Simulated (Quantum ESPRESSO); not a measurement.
# MgAlInGaSP3: convergence and cost over cutoff and k mesh

A calculation, not a measurement. The program is pw.x of Quantum ESPRESSO 7.5 (plane-wave density functional theory). The cell is made up: 8 atoms on a zincblende/diamond lattice, with randomly drawn elements, strain and displacements, not relaxed. PseudoDojo standard norm-conserving files (v0.5 for PBE, v0.4.1 for LDA and PBEsol) set the functional; there is no spin polarisation, spin-orbit coupling or dispersion term, and the masses in the input are unused placeholders.

Input of the run in row 4:

```
&control calculation='scf', pseudo_dir='./dojo.nc.sr.pbe.v0_5.standard.upf', outdir='./o', disk_io='medium', tprnfor=.true., tstress=.true. /
&system ibrav=0, nat=8, ntyp=6, nbnd=36, ecutwfc=84.00895049, nosym=.true., tot_charge=0,
 occupations='smearing', smearing='fd', degauss=0.0018374661
/
&electrons conv_thr=7.350e-09, electron_maxstep=60, /
ATOMIC_SPECIES
Al 1.0 Al.upf
Ga 1.0 Ga.upf
In 1.0 In.upf
Mg 1.0 Mg.upf
P 1.0 P.upf
S 1.0 S.upf
CELL_PARAMETERS angstrom
5.6145 0.0915 -0.0434
0.0915 5.6354 -0.0352
-0.0434 -0.0352 5.6594
ATOMIC_POSITIONS angstrom
Mg 0.0195 -0.0088 -0.057
Al 0.0239 2.758 2.7982
In 2.7503 0.0107 2.8195
Ga 2.8276 2.8305 -0.0289
S 1.4837 1.3565 1.4077
P 1.418 4.2211 4.1368
P 4.1758 1.4881 4.2484
P 4.2595 4.2622 1.3584
K_POINTS automatic
4 4 4 1 1 1
```

The same cell was run at these settings. Meshes are shifted by half a step, and differences are from the last row, which is itself not exact.

```
cutoff (eV)     k mesh  k points solved  threshold (eV)  free energy less the last row's (eV)  pressure (GPa)  largest stress difference (GPa)  largest force difference (eV/Å)  iterations  wall time (s)  k-point pools              processor
        800  2 x 2 x 2                4           1e-04                                 1.869           -9.70                            12.77                            0.039           7             43              1  AMD EPYC, Zen 5 class
       1143  2 x 2 x 2                4           1e-07                                 0.296            3.30                             0.29                            0.036          10             66              1  AMD EPYC, Zen 5 class
        740  4 x 4 x 4               32           1e-07                                 4.235          -26.14                            29.18                            0.014          10            171              1  AMD EPYC, Zen 5 class
       1143  4 x 4 x 4               32           1e-07                                 0.005            3.02                             0.00                            0.002          10            415              1  AMD EPYC, Zen 5 class
       1437  6 x 6 x 6              108           1e-07                                 0.000            3.02                             0.00                            0.000          10           2015              1  AMD EPYC, Zen 5 class
```

Each pool is one process. Wall times include start-up and a band step at six k points, which weighs most on the coarsest meshes. The runs were on shared virtual cores whose load varied, so times are rough.